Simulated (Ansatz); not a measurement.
# Every step of a relaxation of CuAu

DFT, PBE, PAW with Ansatz's default frozen-core files, scalar-relativistic (Ansatz 0.2.0); a Γ-centred 15×15×11 k mesh, Fermi–Dirac smearing of 0.05 eV, no spin polarisation. The run relaxes cell and atoms at a target pressure of 0 GPa.

Command: `ansatz run input.yaml --threads 1 --pin off --max-ram 2048MiB --backend cpu --events-out ev --progress --plain --runs-dir out` It took 56 s on 1 thread of Arm Neoverse V2, with other jobs on the host, peak memory 0.38 GiB.

```yaml
crystal:
  lattice:
    - [2.8107494552, 0.0, 0.0]
    - [0.0, 2.8107494552, 0.0]
    - [0.0, 0.0, 3.685]
  atoms:
    - { symbol: Cu, position: [0.5, 0.5, 0.5] }
    - { symbol: Au, position: [0.0, 0.0, 0.0] }
kpoints:
  mp_grid: { grid: [15, 15, 11] }
scf:
  occupations: { method: fermi_dirac, width: 0.05 }
hamiltonian:
  xc: pbe
  pseudopotentials: { kind: paw }
output:
  forces: true
  stress: true
relax:
  f_tol: 0.005
  max_steps: 50
  cell: {}
```

Each step lists its free energy a cell above the last geometry, the pressure, the cell vectors (Å), and Cartesian positions (Å) with forces (eV/Å).

The first step:

```
step 1  dF = 15.01 meV  P = 4.66 GPa
  cell 2.8107 0.0000 0.0000  0.0000 2.8107 0.0000  0.0000 0.0000 3.6850
  Cu 1.4054 1.4054 1.8425   0.0000 0.0000 0.0000
  Au 0.0000 0.0000 0.0000   0.0000 0.0000 0.0000
```

Spin–orbit coupling is left out, which matters for the heavy atoms.

Question: Where does the relaxation end, and by which steps?

Answer: After 9 geometries, with conventional a, b, c = 2.909, 2.909, 3.543 Å, at 14.992 Å³/atom (+2.99 % against the start) in space group P4/mmm, with a shortest distance of 2.715 Å. The further steps:
```
step 2  dF = 4.10 meV  P = -1.36 GPa
  cell 2.8542 0.0000 0.0000  0.0000 2.8542 0.0000  0.0000 0.0000 3.7213
  Cu 1.4271 1.4271 1.8606   0.0000 0.0000 0.0000
  Au 0.0000 0.0000 0.0000   0.0000 0.0000 0.0000
step 3  dF = 2.64 meV  P = -0.11 GPa
  cell 2.8461 0.0000 0.0000  0.0000 2.8461 0.0000  0.0000 0.0000 3.7082
  Cu 1.4231 1.4231 1.8541   0.0000 0.0000 0.0000
  Au 0.0000 0.0000 0.0000   0.0000 0.0000 0.0000
step 4  dF = 2.56 meV  P = 0.01 GPa
  cell 2.8470 0.0000 0.0000  0.0000 2.8470 0.0000  0.0000 0.0000 3.7026
  Cu 1.4235 1.4235 1.8513   0.0000 0.0000 0.0000
  Au 0.0000 0.0000 0.0000   0.0000 0.0000 0.0000
step 5  dF = 2.23 meV  P = 0.35 GPa
  cell 2.8551 0.0000 0.0000  0.0000 2.8551 0.0000  0.0000 0.0000 3.6727
  Cu 1.4276 1.4276 1.8364   0.0000 0.0000 0.0000
  Au 0.0000 0.0000 0.0000   0.0000 0.0000 0.0000
step 6  dF = 2.18 meV  P = 1.87 GPa  (not accepted)
  cell 2.9110 0.0000 0.0000  0.0000 2.9110 0.0000  0.0000 0.0000 3.4929
  Cu 1.4555 1.4555 1.7464   0.0000 0.0000 0.0000
  Au 0.0000 0.0000 0.0000   0.0000 0.0000 0.0000
step 7  dF = 1.25 meV  P = 0.49 GPa
  cell 2.8753 0.0000 0.0000  0.0000 2.8753 0.0000  0.0000 0.0000 3.6169
  Cu 1.4377 1.4377 1.8085   0.0000 0.0000 0.0000
  Au 0.0000 0.0000 0.0000   0.0000 0.0000 0.0000
step 8  dF = 0.06 meV  P = 0.11 GPa
  cell 2.9014 0.0000 0.0000  0.0000 2.9014 0.0000  0.0000 0.0000 3.5597
  Cu 1.4507 1.4507 1.7799   0.0000 0.0000 0.0000
  Au 0.0000 0.0000 0.0000   0.0000 0.0000 0.0000
step 9  dF = 0.00 meV  P = 0.01 GPa
  cell 2.9093 0.0000 0.0000  0.0000 2.9093 0.0000  0.0000 0.0000 3.5425
  Cu 1.4546 1.4546 1.7713   0.0000 0.0000 0.0000
  Au 0.0000 0.0000 0.0000   0.0000 0.0000 0.0000
step 10  dF = -0.34 meV  P = 0.00 GPa  (same geometry on a basis chosen anew; earlier energies don't compare to the last digit)
  cell 2.9093 0.0000 0.0000  0.0000 2.9093 0.0000  0.0000 0.0000 3.5425
  Cu 1.4546 1.4546 1.7713   0.0000 0.0000 0.0000
  Au 0.0000 0.0000 0.0000   0.0000 0.0000 0.0000
```
